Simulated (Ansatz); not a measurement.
Given:

ZnSe:
```
CELL_PARAMETERS angstrom
      6.85992     0.00000     0.00000
      0.00000     6.85992     0.00000
      0.00000     0.00000     4.00212
ATOMIC_POSITIONS crystal
  Zn 0.32590 0.67410 0.00000
  Zn 0.67410 0.32590 0.00000
  Zn 0.82590 0.82590 0.50000
  Zn 0.17410 0.17410 0.50000
  Se 0.31386 0.31386 0.00000
  Se 0.68614 0.68614 0.00000
  Se 0.18614 0.81386 0.50000
  Se 0.81386 0.18614 0.50000
```

This is the PBEsol-relaxed structure.

Q: All from PBEsol in the plane-wave PAW code Ansatz, unless another level is named. Give the formation energy from the elements (no fitted shifts).

A: -0.62 eV/atom.

Q: Give the gap with spin–orbit coupling.

A: 1.26 eV.

Q: Give the HSE06 gap on the PBEsol cell.

A: 2.63 eV.

Q: What about the hole effective mass?

A: 0.36, 1.3, 4.9 mₑ (principal values).

Q: What about the band gap?

A: 1.38 eV (smallest direct gap 1.38 eV).

Space group P4_2/mnm. The start of the workflow was typed in or built on a structure type; neither database checked (COD, Materials Project) lists it. It is not the phase usual at ambient conditions (space group No. 216). Symmetry was held in the PBEsol relaxation; whether a distortion lowers the energy is not shown. The references are the lowest solids computed at this level, not always the standard phases. Scalar-relativistic: spin–orbit coupling is off unless named, which matters more the heavier the elements.

Potentials: the earlier of the program's two PAW sets. The files were generated under PBE; for other functionals the program regenerates the frozen cores, and for LDA and PBEsol the local potential too.
